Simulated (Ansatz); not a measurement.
C:
```xyz
2
Lattice="0.0000 1.7784 1.7784 1.7784 0.0000 1.7784 1.7784 1.7784 0.0000" Properties=species:S:1:pos:R:3 pbc="T T T"
C      1.7784     1.7784     1.7784
C      2.6677     2.6677     2.6677
```

Relaxed with plane-wave PAW PBE+D3(BJ) (Ansatz code). Indices refer to the conventional cell of Fd-3m, a = 3.557 Å, b = 3.557 Å, c = 3.557 Å, α = 90.00°, β = 90.00°, γ = 90.00°.

**Question.** Simulate the powder diffraction pattern (Mo Kα, λ = 0.71073 Å; lines above 1 %) up to 2θ = 45°.

**Answer.** Simulated powder pattern, Mo Kα, λ = 0.71073 Å (kinematic, ideal powder, no thermal factors, no anomalous dispersion; the 30 strongest lines at most, above 1 %, up to 2θ = 45°):

| 2θ (°) | d (Å) | I/Imax (%) | hkl |
|---|---|---|---|
| 19.93 | 2.054 | 100 | (111) |
| 32.83 | 1.258 | 44 | (220) |
| 38.70 | 1.072 | 25 | (311) |

Symmetry was held in the PBE+D3(BJ) relaxation.

Potentials: the later of the program's two PAW sets.
